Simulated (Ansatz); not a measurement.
FeSi:
```
FeSi
1.0
    4.40333     0.00000     0.00000
    0.00000     4.40333     0.00000
    0.00000     0.00000     4.40333
Fe Si
4 4
Direct
  0.13688   0.13688   0.13688
  0.36312   0.86312   0.63688
  0.63688   0.36312   0.86312
  0.86312   0.63688   0.36312
  0.84101   0.84101   0.84101
  0.65899   0.15899   0.34101
  0.34101   0.65899   0.15899
  0.15899   0.34101   0.65899
```

Relaxed with PBEsol. Plane-wave PAW PBEsol (Ansatz code) gives a gap of 0.13 eV.

Task: What gap does HSE06 give on the same cell (Ansatz, PAW)?

Result: 1.47 eV, 1.33 eV more. The hybrid was solved on a coarser mesh and at special points; the gap given is the minimum over both.

```tsv
k	v1 PBEsol	c1 PBEsol	v1 HSE06	c1 HSE06
Γ	-0.05	0.68	…	…
R	-0.70	0.49	…	…
M	-0.38	0.64	-0.68	1.91
X	-0.02	0.18	…	…
```

Task: Top valence (v1) and lowest conduction level (c1) in eV from each method's valence maximum (which need not be a listed point): supply the withheld HSE06 values.

Result: 
- Γ, v1 HSE06: -0.47
- Γ, c1 HSE06: 1.92
- X, v1 HSE06: -0.25
- X, c1 HSE06: 1.54
- R, v1 HSE06: -0.89
- R, c1 HSE06: 1.92

Cost on shared cores: the PBEsol run (SCF on a 6×6×6 mesh, then bands and DOS) around 4 core-minutes (rough), the HSE06 run (SCF on 4×4×4, then a few points) roughly 8 core-minutes; the tasks are unlike.

Space group P2_13. The cell was relaxed with PBEsol under the symmetry of its start. The workflow began spin-polarised and lost its moments.

Potentials: the later of the program's two PAW sets.
